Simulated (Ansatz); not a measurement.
Relaxed-ion elastic tensor of VN (rock salt, Fm-3m) in GPa (Voigt order), plane-wave PAW LDA (Ansatz code); density 6.53 g/cm³, 8.26 Å³ per atom.

```
743  178  178  0.0  0.0  0.0
178  743  178  0.0  0.0  0.0
178  178  743  0.0  0.0  0.0
0.0  0.0  0.0  137  0.0  0.0
0.0  0.0  0.0  0.0  137  0.0
0.0  0.0  0.0  0.0  0.0  137
```

Q: Is the crystal mechanically stable?

A: Yes: the smallest eigenvalue of C is 137 GPa.

Q: Work out the Voigt, Reuss and Hill averages.

A: K_V = 366, K_R = 366, K_H = 366; G_V = 195, G_R = 172, G_H = 184 GPa.

Q: Give Young's modulus, Poisson's ratio, Pugh's ratio and the universal anisotropy index.

A: E = 9KG/(3K + G) = 472 GPa; ν = 0.28; K/G = 1.99 (ductile by the Pugh limit of 1.75); A_U = 5G_V/G_R + K_V/K_R − 6 = 0.66.

Q: Estimate the sound speeds and the Debye temperature.

A: v_l = √((K + 4G/3)/ρ) = 9680 m/s, v_t = √(G/ρ) = 5310 m/s, mean 5920 m/s; Θ = (h/k)(3n/4πV)^(1/3) v_m = 871 K.

Q: Give the Zener ratio and Young's modulus along [100], [110] and [111].

A: A = 2C44/(C11 − C12) = 0.48; 1/E = S11 − 2(S11 − S12 − S44/2)Γ with Γ = 0, 1/4, 1/3 gives 674, 413, 365 GPa.

The LDA relaxation kept the symmetry of its start; of distortions, only those at the zone centre were tested. No spin polarisation was allowed. As this level gives no gap, shear constants depend on the k-mesh and smearing (Fermi–Dirac, 0.1 eV here). On the denser mesh and wider smearing of the elastic run this cell carries a stress of 0.3 GPa.

Potentials: the earlier of the program's two PAW sets.
